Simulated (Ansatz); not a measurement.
Structure optimisation: arsenic, black arsenic (Cmce)

Level of theory: DFT, LDA (PW92), plane waves (420 eV) with PAW, scalar-relativistic in Ansatz. The PAW files were generated under PBE, with cores re-solved for the functional.

k-point mesh 9×9×7, Fermi-Dirac smearing 0.1 eV, no spin polarisation. Cell and atoms relax.

Starting structure:

```
As
1.0
     1.81500   -5.48000    0.00000
     1.81500    5.48000    0.00000
     0.00000    0.00000    4.45000
As
4
Direct
  0.09800 0.90200 0.91000
  0.59800 0.40200 0.59000
  0.90200 0.09800 0.09000
  0.40200 0.59800 0.41000
```

**Question.** What cell does the relaxation end in?

**Answer.** Cmce with a = 3.713 Å, b = 10.756 Å, c = 4.224 Å; 21.08 Å³ per atom against 22.13 at the start (-4.7 %).

**Question.** How much energy does the relaxation gain?

**Answer.** 259.6 meV per atom.
